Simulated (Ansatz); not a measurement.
Relaxed-ion elastic tensor of SnGe in space group P-6m2 (No. 187; Sn on 1a, Ge on 1f) in GPa (Voigt order), plane-wave PAW PBEsol (Ansatz code); density 6.76 g/cm³, 23.51 Å³ per atom.

```
67.8  45.6  54.5   0.0   0.0   0.0
45.6  67.8  54.5   0.0   0.0   0.0
54.5  54.5   107   0.0   0.0   0.0
 0.0   0.0   0.0  32.3   0.0   0.0
 0.0   0.0   0.0   0.0  32.3   0.0
 0.0   0.0   0.0   0.0   0.0  11.1
```

Task: Is the crystal mechanically stable?

Result: Yes: the smallest eigenvalue of C is 11.1 GPa.

Task: Work out the Voigt, Reuss and Hill averages.

Result: K_V = 61.3, K_R = 56.6, K_H = 58.9; G_V = 21.0, G_R = 16.5, G_H = 18.8 GPa.

Task: Give Young's modulus, Poisson's ratio, Pugh's ratio and the universal anisotropy index.

Result: E = 9KG/(3K + G) = 50.9 GPa; ν = 0.36; K/G = 3.14 (ductile by the Pugh limit of 1.75); A_U = 5G_V/G_R + K_V/K_R − 6 = 1.42.

Task: Estimate the sound speeds and the Debye temperature.

Result: v_l = √((K + 4G/3)/ρ) = 3520 m/s, v_t = √(G/ρ) = 1670 m/s, mean 1870 m/s; Θ = (h/k)(3n/4πV)^(1/3) v_m = 195 K.

Task: Solve the Christoffel equation for the three sound speeds along x, y, z.

Result: Eigenvalues of C_ijkl n_j n_l equal ρv². In km/s, slowest first: x 1.28, 2.19, 3.17; y 1.28, 2.19, 3.17; z 2.19, 2.19, 3.97.

Task: How much does each axis shrink under pressure?

Result: Linear compressibilities β_i = Σ_j S_ij (j = 1 to 3): x 8.5, y 8.5, z 0.74 per TPa.

The cell is a constructed one: a structure type filled with these elements; neither database checked (COD, Materials Project) lists it. Its standing as an ambient phase is unchecked. The cell was relaxed with PBEsol under the symmetry of its start; of distortions, only those at the zone centre were tested. As this level gives no gap, shear constants depend on the k-mesh and smearing (Fermi–Dirac, 0.1 eV here). On the denser mesh and wider smearing of the elastic run this cell carries a stress of 0.4 GPa. Spin–orbit coupling is left out wherever it is not named.

Potentials: the later of the program's two PAW sets.
